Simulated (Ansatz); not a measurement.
SiCO4 in space group I-4 (No. 82; Si on 2a, C on 2c, O on 8g), the program Ansatz at the r²SCAN level (PAW). The conduction-band minimum lies at Γ, with 1 equivalent valley. Second derivatives d²E/dk² of the lowest band at one valley (eV·Å²), along Cartesian directions:

| direction | d²E/dk² |
|---|---|
| [100] | 14.05 |
| [010] | 14.05 |
| [001] | 14.16 |
| [110] | 14.05 |
| [101] | 14.10 |
| [011] | 14.10 |

Problem. Find the principal effective masses, the density-of-states mass and the conductivity mass.

Solution. Off-diagonal terms follow from H_xy = H[110] − (H_xx + H_yy)/2, and m*/mₑ = 7.620 eV·Å² over each eigenvalue: 0.54, 0.54, 0.54. One valley's DOS mass (m₁m₂m₃)^(1/3) = 0.54, conductivity mass 3/(Σ 1/mᵢ) = 0.54 mₑ.

Problem. What effective density of states Nc follows at 300 K for parabolic valleys?

Solution. Nc = 2.509e19 × 1 × (0.54)^(3/2) ≈ 1.0e19 cm⁻³.

The start of the workflow was typed in or built on a structure type; neither database checked (COD, Materials Project) lists it. Its standing as an ambient phase is unchecked. Symmetry was held in the r²SCAN relaxation; whether a distortion lowers the energy is not shown.

Potentials: the earlier of the program's two PAW sets.

Edges and masses are those of Kohn–Sham bands, whose gap is no quasiparticle gap.
